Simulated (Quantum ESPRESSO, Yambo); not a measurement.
MgS (zinc blende, space group F-43m, No. 216): static response along x against the Γ-centred k mesh (Yambo on LDA (pw.x of Quantum ESPRESSO, ONCV potentials, without SOC) bands; 33 bands, 4 Ry block). The smallest direct LDA gap is 3.35 eV.

```csv
k mesh,"ε(0), independent particles","ε(0), RPA with local fields",rough Yambo cost
4×4×4,5.15,4.36,about 1/6
6×6×6,4.73,3.98,about 1/3
10×10×10,4.68,3.92,within a factor of two
12×12×12,4.67,3.92,1
```

The last step changes the RPA value by 0.0 %. Electronic response only; costs are rough.

Geometry relaxed with LDA; primitive cell a = 3.9571 Å, b = 3.9571 Å, c = 3.9571 Å, α = 60.00°, β = 60.00°, γ = 60.00°.

This is not the ordinary phase of the substance; no match was found in the copy of COD used, and its stability was not checked.
